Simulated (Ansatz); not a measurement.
Mg₂Si (fluorite or antifluorite type, space group No. 225), plane-wave PAW PBE (Ansatz code): ε∞ = 15.4, cell volume 64.45 Å³. Infrared-active transverse modes:

| ω_TO (cm⁻¹) | oscillator strength S_xx (e²/amu) |
|---|---|
| 272.6 | 0.7772 |

Problem. Compute the static dielectric constant.

Solution. Each mode adds (4.921e7/V) S/ω²: 7.99. So ε0 = 23.4.

Problem. What LO frequency does the Lyddane–Sachs–Teller relation give?

Solution. ω_LO = ω_TO √(ε0/ε∞) = 336 cm⁻¹.

Space group Fm-3m (fluorite or antifluorite type). Symmetry was held in the PBE relaxation; phonons on a q-mesh show no instability.

Potentials: the later of the program's two PAW sets.
